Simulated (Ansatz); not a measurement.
Geometry optimisation in Ansatz: input, command and trajectory.

```yaml
crystal:
  lattice:
    - [0.0, 2.273211901, 3.9039149357]
    - [2.2662477456, 0.0, 3.9039149357]
    - [2.2662477456, 2.273211901, 0.0]
  atoms:
    - { symbol: I, position: [0.0, 0.0, 0.0] }
basis:
  ecutwfc: 420
kpoints:
  mp_grid: { grid: [14, 14, 14] }
hamiltonian:
  xc: pbesol
scf:
  occupations: { method: gaussian, width: 0.1 }
output:
  forces: true
  stress: true
  eigenvalues: true
relax:
  adjacent_minimum: "off"
  f_tol: 0.01
  max_steps: 30
  cell: { stress_tol: 0.1, fix: [volume] }
```

```bash
ansatz run input.yaml --threads 1 --pin off --max-ram 2560MiB --backend cpu --events-out ev --progress --plain --runs-dir out
```

Theory: Ansatz, DFT PBEsol, scalar-relativistic, plane waves, PAW.

The volume is held at 1.06 times that of the relaxed cell.

Of 4 frames 3 are shown, positions in Å and forces in eV/Å; the SCF threshold varies from step to step. Steps run on the plane waves of an earlier cell, with a Pulay correction in the pressure. The basis is chosen afresh for the last frame, the zero of the energies, and at times for earlier ones too; energy and pressure step there, also at an unchanged geometry.

```xyz
1
Lattice="0.0000 2.2732 3.9039 2.2662 0.0000 3.9039 2.2662 2.2732 0.0000" Properties=species:S:1:pos:R:3:forces:R:3 pbc="T T T" step=1 free_energy_over_end_meV_per_atom=2.22 pressure_GPa=-1.04
I     0.0000    0.0000    0.0000    0.0000    0.0000    0.0000
1
Lattice="0.0000 2.2615 3.9437 2.2550 0.0000 3.9437 2.2550 2.2615 0.0000" Properties=species:S:1:pos:R:3:forces:R:3 pbc="T T T" step=2 free_energy_over_end_meV_per_atom=0.29 pressure_GPa=-0.65
I     0.0000    0.0000    0.0000    0.0000    0.0000    0.0000
1
Lattice="0.0000 2.2546 3.9673 2.2485 0.0000 3.9673 2.2485 2.2546 0.0000" Properties=species:S:1:pos:R:3:forces:R:3 pbc="T T T" step=4 free_energy_over_end_meV_per_atom=0.00 pressure_GPa=-0.42
I     0.0000    0.0000    0.0000    0.0000    0.0000    0.0000
```

The run took 64 s on 1 thread of Oxide Virtual Turin-like Processor (Zen 5), on a shared host, peak memory 0.55 GiB.

The cell holds layers, and where no dispersion correction was added their binding is poorly described. Spin polarisation was left out, and a magnetic state may lie lower.